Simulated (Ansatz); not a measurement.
An Ansatz (a program for electronic structure) run. Input:

Ansatz 0.2 input:
```yaml
crystal:
  lattice:
    - [4.4344094888, 0.0, 0.0]
    - [0.0, 4.8837779365, 0.0]
    - [0.0, 0.0, 8.7816837406]
  atoms:
    - { symbol: Te, position: [0.3814302449, 0.0323547078, 0.6024952303] }
    - { symbol: Te, position: [0.1185697551, 0.9676452922, 0.1024952303] }
    - { symbol: Te, position: [0.8814302449, 0.4676452922, 0.3975047697] }
    - { symbol: Te, position: [0.6185697551, 0.5323547078, 0.8975047697] }
    - { symbol: O, position: [0.7739278585, 0.1432088057, 0.5398625378] }
    - { symbol: O, position: [0.7260721415, 0.8567911943, 0.0398625378] }
    - { symbol: O, position: [0.2739278585, 0.3567911943, 0.4601374622] }
    - { symbol: O, position: [0.2260721415, 0.6432088057, 0.9601374622] }
    - { symbol: O, position: [0.1706919563, 0.7532100575, 0.2750829916] }
    - { symbol: O, position: [0.3293080437, 0.2467899425, 0.7750829916] }
    - { symbol: O, position: [0.6706919563, 0.7467899425, 0.7249170084] }
    - { symbol: O, position: [0.8293080437, 0.2532100575, 0.2249170084] }
kpoints:
  mp_grid: { grid: [6, 6, 3] }
hamiltonian:
  xc: r2scan
  pseudopotentials: { azcp: { folder: ./paw }, kind: paw }
scf:
  occupations: { method: fixed }
checkpoint: { read: static.run }
output: { write_density: true, elf: true, volumetric_format: npy }
basis: { fft_grid_basis: typed }
```

Output (shortened):

```
Pseudopotentials: kind: paw
Pseudopotential: Te, paw, valence charge 16
Pseudopotential: O, paw, valence charge 6
Functional definition: r2SCAN
Crystal: 12 atoms, lattice volume = 190.182 Å³
Basis set: ecut = 500 eV, 4773 PW (Γ), exchange–correlation on 144×144×288 points (64 copies of the dense FFT grid, shifted against one another)
Bands: 68, of which v1, the nominal top of the filled ones, is band 56 counted from 1 (55 counted from 0)
Symmetry: 4 space group operations
Space group: P212121 (ITA 19), of the structure as read, at distance tolerance 5.8e-5 Å
k-points: 32 of 108 (time reversal used)
PAW frozen core: Te, regenerated for the run's functional
PAW frozen core: O, regenerated for the run's functional
Initial density: read from a saved state, or passed on in memory by an earlier SCF of this step, an earlier step, the calling program or the single point that …
Stability of the state it starts from, as read at its close in the unpolarized treatment …
Initial wavefunctions: pseudopotential atomic-orbital guess
Eigensolver: davidson
Functional: x = r2scan, c = r2scan; τ floored in thin density (d = 2e-4 eV/Å³)
iter 1 solved again at ethr=1.02e-7 eV; its pass at ethr=3.10e-3 eV (dr2=1.15e-4 eV) is discarded
SCF iter   1: F=—  HF=-32520.267077 eV  |F-HF|=—  |Δ(HF+E_count)|=         —  Δρ=1.03e-6  dr2=1.55e-9  dr2_τ=1.12e-10  ethr=1.02e-7  ⟨swp⟩=3.0  Hψ=14603  notcnv=0  defer=320
all-band conjugate gradients solve this SCF's bands
preconditioner: auto → Resta (q_TF=auto, 2.498 Å⁻¹)
SCF iter   2: F=—  HF=-32520.267198 eV  |F-HF|=—  |Δ(HF+E_count)|=   1.21e-4  Δρ=6.46e-7  dr2=6.56e-10  dr2_τ=1.32e-10  ethr=1.39e-12  ⟨swp⟩=13.7  Hψ=13375  notcnv=0
SCF iter   3: F=-32520.267198 eV  HF=-32520.267198 eV  |F-HF|=1.67e-10  |Δ(HF+E_count)|=  1.13e-10  Δρ=3.59e-7  dr2=2.11e-10  dr2_τ=1.68e-11  ethr=1.00e-12  ⟨swp⟩=1.3  Hψ=4895  notcnv=0
SCF 1 converged in 3 iterations: F = -32520.267198 eV  dr2 = 2.11e-10
SCF converged after 3 iterations
Free energy (F): -32520.267198 eV
Harris-Foulkes:  -32520.267198 eV  (|F-HF|=1.67e-10)
Internal energy: -32520.267198 eV  (E = F + TS)
E sigma→0 (E₀):  -32520.267198 eV
Fermi energy:    6.696416 eV
--- Per-component energies (eV) ---
  E_band       = -1300.575526
  E_kinetic    = 2049.654248
  E_local      = -10018.419430  (includes V_loc(G=0)·N_el)
  E_nonlocal   = 663.790859
  E_hartree    = 4569.503825
  E_xc         = -1024.149486
  E_vxc        = -1259.081995  (∫ρ·V_xc dr)
  E_paw        = -20081.915124  (= ΣΔE_a)
  E_vpaw       = -1955.677156  (= ΣTr[D̂ρ^β])
  E_aug_tail   = 0.002217  (compensation charges beyond the density's cutoff)
  E_vtau       = 80.148857  (kinetic-family band-sum trace: ∫τ·v_τ [+ j·A + Jᵃ·Aᵃ] dr)
  E_ewald      = -8679.618271
  E_core_change = 0.883965  (= ΣΔE_core)
  E_smearing   =  0.000000  (= −TS)
  E_closure    = 0.000000  (closes the sum)
  Σ components = -32520.267198   (vs F -32520.267198, Δ=0.00e0)
  [band-id]    e_kinetic+e_local+e_nonlocal+2·e_hartree+e_vxc+e_vpaw+e_augmentation_tail+e_vtau = -1300.574751   (vs E_band -1300.575526, Δ=7.75e-4)
--- Band table (eV; the first three rows and the last of 32) ---
  k-point 0: bands = ["-31.5923", "-31.5826", "-31.5744", "-31.5606", "-31.5372", "-31.5366", "-31.5313", "-31.5313", "-31.4709", "-31.4708", "-31.4692", "-31.4683", "-31.4185", "-31.4160", "-31.4149", "-31.4127", "-31.3406", "-31.3386", "-31.3357", "-31.3343", "-14.2469", "-13.6451", "-13.0468", "-11.8389", "-11.7913", "-11.5594", "-11.5163", "-11.3833", "-5.0954", "-3.2497", "-3.2444", "-0.1656", "0.0576", "0.3496", "0.8488", "0.9366", "1.9219", "2.3956", "2.4947", "3.0005", "3.2771", "3.2781", "3.7365", "3.8618", "3.9957", "4.2188", "4.5657", "4.5886", "5.0335", "5.1813", "5.3111", "5.4103", "5.5356", "5.5663", "6.2211", "6.6958", "11.0020", "11.2047", "11.5332", "11.5793", "12.1977", "12.5437", "12.8132", "13.3579", "13.6991", "14.4603", "14.6693", "15.1934"]
  k-point 1: bands = ["-31.5908", "-31.5866", "-31.5695", "-31.5632", "-31.5370", "-31.5367", "-31.5313", "-31.5313", "-31.4706", "-31.4701", "-31.4697", "-31.4689", "-31.4181", "-31.4170", "-31.4140", "-31.4131", "-31.3402", "-31.3393", "-31.3352", "-31.3346", "-14.1508", "-13.8865", "-12.7058", "-12.1781", "-11.7510", "-11.6461", "-11.3740", "-11.3362", "-4.8677", "-4.2190", "-2.0874", "-0.9060", "0.0617", "0.4277", "0.9619", "1.3170", "1.7917", "2.2102", "2.5815", "2.8738", "2.9438", "3.2856", "3.8306", "4.1327", "4.1900", "4.2387", "4.5956", "4.6939", "4.8066", "4.9849", "5.0760", "5.2863", "5.7673", "5.9460", "6.3479", "6.6272", "10.6036", "10.6828", "11.8216", "11.9193", "12.2562", "12.2867", "13.1564", "13.3689", "13.8018", "14.2188", "14.7755", "15.0028"]
  k-point 2: bands = ["-31.5917", "-31.5832", "-31.5734", "-31.5615", "-31.5371", "-31.5365", "-31.5314", "-31.5314", "-31.4709", "-31.4708", "-31.4690", "-31.4685", "-31.4181", "-31.4158", "-31.4150", "-31.4131", "-31.3402", "-31.3384", "-31.3359", "-31.3347", "-14.1952", "-13.6671", "-12.9776", "-11.8480", "-11.8181", "-11.7879", "-11.3966", "-11.3774", "-4.9980", "-3.4472", "-3.0727", "-0.4050", "-0.0294", "0.3058", "1.0297", "1.2303", "1.5210", "2.0557", "2.8904", "2.9266", "3.1742", "3.4505", "3.7180", "3.9152", "4.1535", "4.2013", "4.6383", "4.7869", "5.0346", "5.1593", "5.3282", "5.4006", "5.5166", "5.6019", "6.2451", "6.6415", "10.8511", "11.2300", "11.3971", "11.5753", "12.2135", "12.8798", "12.9247", "13.4847", "13.7544", "13.8226", "14.5894", "15.0678"]
  k-point 31: bands = ["-31.5781", "-31.5781", "-31.5772", "-31.5772", "-31.5330", "-31.5330", "-31.5329", "-31.5329", "-31.4698", "-31.4698", "-31.4687", "-31.4687", "-31.4153", "-31.4153", "-31.4151", "-31.4151", "-31.3376", "-31.3376", "-31.3375", "-31.3375", "-13.1408", "-13.1408", "-13.0263", "-13.0263", "-11.8664", "-11.8664", "-11.6806", "-11.6806", "-3.9089", "-3.9089", "-3.4734", "-3.4734", "0.6952", "0.6952", "1.3220", "1.3220", "2.2242", "2.2242", "2.6951", "2.6951", "3.7629", "3.7629", "4.0993", "4.0993", "4.6364", "4.6364", "4.9220", "4.9220", "5.3119", "5.3119", "5.4501", "5.4501", "6.1032", "6.1032", "6.1044", "6.1044", "10.8590", "10.8590", "11.0589", "11.0589", "12.7020", "12.7020", "12.9382", "12.9382", "14.2655", "14.2655", "14.3034", "14.3034"]
  band table: 68 of 68 bands, residual norms ≤ 1.0e-3 eV
```

Cost: around 40 core-seconds (rough) on shared cores.

Space group P2_12_12_1. The first step of the workflow began from a Materials Project structure, measured or hypothetical; the Crystallography Open Database files this formula in space group No. 19, but the cells were not matched. Whether it is the stable phase at ambient conditions was not checked. Symmetry was held in the r²SCAN relaxation; its stability against distortions is not shown here. Spin–orbit coupling is left out wherever it is not named.

Potentials: the earlier of the program's two PAW sets.

Ansatz is a plane-wave DFT program.
